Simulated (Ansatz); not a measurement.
Consider the following.

YCI:
```yaml
crystal:
  lattice:
    - [3.55315, 1.89911, 0.00000]
    - [-3.55315, 1.89911, 0.00000]
    - [-0.67694, 0.00000, 10.22566]
  atoms:
    - { symbol: Y, position: [0.14216, 0.85784, 0.13406] }
    - { symbol: Y, position: [0.85784, 0.14216, 0.86594] }
    - { symbol: C, position: [0.42292, 0.57708, 0.03227] }
    - { symbol: C, position: [0.57708, 0.42292, 0.96773] }
    - { symbol: I, position: [0.17442, 0.82558, 0.66418] }
    - { symbol: I, position: [0.82558, 0.17442, 0.33582] }
```

This is the LDA-relaxed structure.

### Question
All from the program Ansatz at the LDA level (PAW), unless another level is named. Predict the electronic character.

### Answer
metallic (no gap).

### Question
Next, the formation energy from the elements (no fitted shifts)?

### Answer
-0.92 eV/atom.

### Question
And the density of states at the Fermi level?

### Answer
0.27 states/eV per atom (mean over ±0.08 eV).

Space group C2/m. The workflow started from an entry of the Crystallography Open Database (COD). Its standing as an ambient phase is unchecked. Symmetry was held in the LDA relaxation; whether a distortion lowers the energy is not shown. The run is not spin-polarised. A crystal of weakly bound layers computed without a dispersion correction: the cell and the soft elastic constants depend strongly on that. The references are the lowest solids computed at this level, not always the standard phases. Spin–orbit coupling is left out wherever it is not named.

Potentials: the later of the program's two PAW sets.
